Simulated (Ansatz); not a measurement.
The slice is one period of a {111} plane through atoms; its size isn't given.

Computed with r2SCAN (plane waves to 500 eV, PAW, scalar-relativistic; Ansatz, an electronic-structure program). Inside the PAW spheres the values are not all-electron values, and peaks at nuclei hang on which shells count as valence.

```
|@@%%**--                  --**%%|
|##**==..                  ..==**|
|==--..                      ..--|
|                                |
|                                |
|                                |
|                                |
|                                |
|                                |
|                                |
|            ..--==--..          |
|          ..==**##**==..        |
|          --**%%@@%%**--        |
|          ==##@@@@@@##==        |
|          --**%%@@%%**--        |
|          ..==**##**==..        |
|            ..--==--..          |
|                                |
|                                |
|                                |
|                                |
|                                |
|                                |
|                                |
|==--..                      ..--|
|##**==..                  ..==**|
|@@%%**--                  --**%%|
|@@@@##==                  ==##@@|
```
Scale: ten equal steps from -1.31 (start of ' ') to 0.98 (end of '@'), in the order ' .:-=+*#%@'. Values: log₁₀ of the valence density in e/Å³. The map has 16 points along u (two characters each, u = 0 at the left) and 28 along v (v = 0 in the bottom row). The scale is logarithmic, as a density can span decades between atoms and voids.

```
|xxx:  =%%%=  :xx|
|xx*  .+%@%+.  #x|
|=:   -#@@@#-   :|
|    :*%@@@%*:   |
|  .-+%@@@@@%+-. |
|-=+#%%@@@@@%%#+=|
|%%%%%%%%%%%%%%%%|
|@@@%%#+=-=+#%%@@|
|@@@%+-.   .-+%@@|
|@@%*:       :*%@|
|@@#-   :=:   -#@|
|@%+.  *xxx#  .+%|
|%%=  :xxxxx:  =%|
|%#=  =xxxxx=  =#|
|%%=  :xxxxx:  =%|
|@%+.  #xxx*  .+%|
|@@#-   :=:   -#@|
|@@%*:       :*%@|
|@@@%+-.   .-+%@@|
|@@@%%#+=-=+#%%@@|
|%%%%%%%%%%%%%%%%|
|-=+#%%@@@@@%%#+=|
|  .-+%@@@@@%+-. |
|    :*%@@@%*:   |
|=:   -#@@@#-   :|
|xx#  .+%@%+.  *x|
|xxx:  =%%%=  :xx|
|xxx=  =#%#=  =xx|
```
Scale: ten equal steps from 0.01 (start of ' ') to 0.63 (end of '@'), in the order ' .:-=+*#%@'. Values: electron localisation function (ELF). The map has 16 points along u (one character each, u = 0 at the left) and 28 along v (v = 0 in the bottom row). Points within 0.5 Å of a nucleus are blanked (x), as the pseudised field means little there.

Question: Which relaxed crystal do these maps come from?
A. Li (fcc, Cu type)
B. Ni (fcc, Cu type)
C. Pt (fcc, Cu type)
D. Sr (fcc, Cu type)

Answer: A, Li (fcc, Cu type). Atoms on the slice: Li at (0.00, 0.00); Li at (0.50, 0.50)

All were relaxed with their symmetry unable to fall. Pt is run without spin polarisation. Relaxed Ni ends ferromagnetic. Spin-orbit coupling is left out. This is one of several known forms of Li; the measured ambient cells at hand have space group No. 229. The magnetic order is the one the run started from; other orders were not tried. (This holds for the magnetic or f-shell members.)
